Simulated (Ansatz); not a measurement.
## Electric field gradients in K2NiPbN6O12

The cell is a COD entry, ions relaxed with PBE at fixed cell.

```xyz
22
Lattice="0.0000 5.2888 5.2888 5.2888 0.0000 5.2888 5.2888 5.2888 0.0000" Properties=species:S:1:pos:R:3 pbc="T T T"
K     2.6444    2.6444    2.6444
K     7.9331    7.9331    7.9331
Ni    0.0000    0.0000    0.0000
Pb    5.2888    5.2888    5.2888
N     5.2888    5.2888    2.0694
N     5.2888    5.2888    8.5081
N     2.0694    5.2888    5.2888
N     8.5081    5.2888    5.2888
N     5.2888    2.0694    5.2888
N     5.2888    8.5081    5.2888
O     5.2888    6.3621    2.7162
O     5.2888    4.2154    2.7162
O     5.2888    4.2154    7.8613
O     5.2888    6.3621    7.8613
O     2.7162    5.2888    6.3621
O     2.7162    5.2888    4.2154
O     7.8613    5.2888    4.2154
O     7.8613    5.2888    6.3621
O     6.3621    2.7162    5.2888
O     4.2154    2.7162    5.2888
O     4.2154    7.8613    5.2888
O     6.3621    7.8613    5.2888
```

Sites (sets of like atoms) are named by element and the number of their first atom in this list.

Computed with Ansatz: DFT, PBE+U (U = 6.0 eV on Ni d), plane waves and PAW, scalar-relativistic, collinear spin, 420 eV cutoff, Γ-centred 4×4×4 k-points, Fermi–Dirac smearing 0.02 eV. Start moments as typed (μB): 2 on each Ni, none on the rest.

V_zz is the principal component of the electric field gradient with the largest magnitude, η = (V_xx − V_yy)/V_zz and C_Q = eQV_zz/h.

39K: I = 3/2, Q = 60.30 mb; 61Ni: I = 3/2, Q = 162.0 mb; ¹⁴N: I = 1, Q = 20.44 mb; ¹⁷O: I = 5/2, Q = -25.58 mb. Nuclear quadrupole moments: year-2017 set (Pyykkö).

| site | atoms (order as listed) | first shell | V_zz (10²¹ V/m²) | η | C_Q (MHz) |
| --- | --- | --- | --- | --- | --- |
| K | 1, 2 | 12 O at 3.08 Å | 0.00 | – | 0 |
| Ni | 3 | 6 N at 2.07 Å | 0.00 | – | 0 |
| Pb | 4 | 12 O at 2.79 Å | 0.00 | – | – |
| N | 5, 6, 7, 8, 9, 10 | 2 O at 1.25 Å, 1 Ni at 2.07 Å; also 1 Pb at 3.22 Å | -9.46 | 0.21 | -4.68 |
| O | 11, 12, 13, 14, 15, 16, … | 1 N at 1.25 Å; also 1 Pb at 2.79 Å, 1 Ni at 2.92 Å, 2 K at 3.08 Å | -18.88 | 0.61 | 11.7 |

K, Ni and Pb sit on a cubic site, where every gradient vanishes.

Pb has no stable isotope with a ground-state quadrupole moment in the table, so no C_Q is given.

The largest force is 0.4 eV/Å, so the atoms aren't at the calculated equilibrium and relaxing them would move these values. All moments are parallel here, as the start or the cell imposes; many such compounds order antiparallel, where fields and spin densities carried over to other atoms largely cancel. The magnetic order is the one that the run reached from its start moments, not necessarily the measured one.

The run took 58 s of wall time (58 s of CPU time) and 1.1 GiB at its peak, on 1 thread of Intel Xeon Platinum 8488C (Sapphire Rapids) (x86_64; 16 cores open to the job, memory cap 3.0 GiB, no GPU), a shared host with a load of 0.3 a core.
